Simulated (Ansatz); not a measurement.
Is this Zn₅S₃O₂ structure stable?

The cell was found from a structure generator's guess, not taken from experiment.

Computed with DFT PBE, scalar-relativistic, plane waves, PAW (Ansatz 0.2.0). Plane waves to 420 eV, a 10×10×10 mesh through Γ for the 10-atom cell and 0.02 eV Gaussian smearing; no spin polarisation.

```xyz
10
Lattice="-1.8247 1.8247 12.4937 1.8247 -1.8247 12.4937 1.8247 1.8247 -12.4937" Properties=species:S:1:pos:R:3 pbc="T T T"
Zn    0.0000    0.0000   17.3186
Zn    0.0000    0.0000    2.8614
Zn    0.0000    0.0000   12.4937
Zn    0.0000    0.0000   22.1260
Zn    0.0000    0.0000    7.6688
S     1.8247    0.0000    1.4321
S     1.8247    0.0000   11.0616
S     1.8247    0.0000    6.2469
O     0.0000    1.8247    8.6527
O     0.0000    1.8247    3.8410
```

The zero of energy is the elements' standard structures at the same level (O₂ as a molecule); no fitted shifts are applied.

Question: These tests were run: energy against the elements; random kick, then relaxation without symmetry; elastic tensor. What do they show?

Answer:

```csv
test,result
energy against the elements,−0.974 eV/atom
"random kick, then relaxation without symmetry",returns
elastic tensor,least eigenvalue 24 GPa
```

It fails none of these tests. Other phases of the system weren't compared here, so this isn't yet thermodynamic stability. Phonons away from Γ weren't computed.

The reference form of S is held partly by dispersion forces, which this level lacks. The kick test ran on a coarse mesh. The run for the elastic tensor used a 10×10×10 k mesh.
